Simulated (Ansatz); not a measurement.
**Sn: levels along high-symmetry lines**

```xyz
2
Lattice="0.0000 3.2456 3.2456 3.2456 0.0000 3.2456 3.2456 3.2456 0.0000" Properties=species:S:1:pos:R:3 pbc="T T T"
Sn    3.2456    3.2456    3.2456
Sn    4.8684    4.8684    4.8684
```

Atom numbers follow the list: Sn1, Sn2.

The cell comes from COD entry 9008568, which wasn't checked; take it as a given geometry.

Level of theory: DFT, PBE, all-electron LAPW, Dirac equation with spin-orbit coupling in Ansatz 0.2.0.

Numerical set-up: a Γ-centred 11×11×11 k mesh, Fermi–Dirac smearing of 0.05 eV, basis error target 1 meV/atom, no spin polarisation.

Points in fractions of the reciprocal vectors of this cell: Γ (0, 0, 0), X (0.5, 0, 0.5), U (0.625, 0.25, 0.625), K (0.375, 0.375, 0.75), L (0.5, 0.5, 0.5), W (0.5, 0.25, 0.75). The path joins them by straight lines in the order Γ–X–U–K–Γ–L–W–X; legs that retrace an earlier one aren't tabulated. Energies are in eV from the Fermi level.

List the levels at K between -8 and 4.5 eV.

-7.97 (×2), -7.08 (×2), -3.44 (×2), -2.17 (×2), 1.04 (×2), 3.30 (×2).

List the levels at U between -8 and 4.5 eV.

-7.97 (×2), -7.08 (×2), -3.44 (×2), -2.17 (×2), 1.04 (×2), 3.30 (×2).

List the levels at W between -8 and 4.5 eV.

-7.53 (×2), -7.47 (×2), -3.20 (×2), -3.02 (×2), 3.19 (×2), 3.50 (×2), 3.98 (×2), 4.00 (×2).

What is the band gap?

None at this level of theory (metallic, semimetallic, or a small gap that the functional closes).
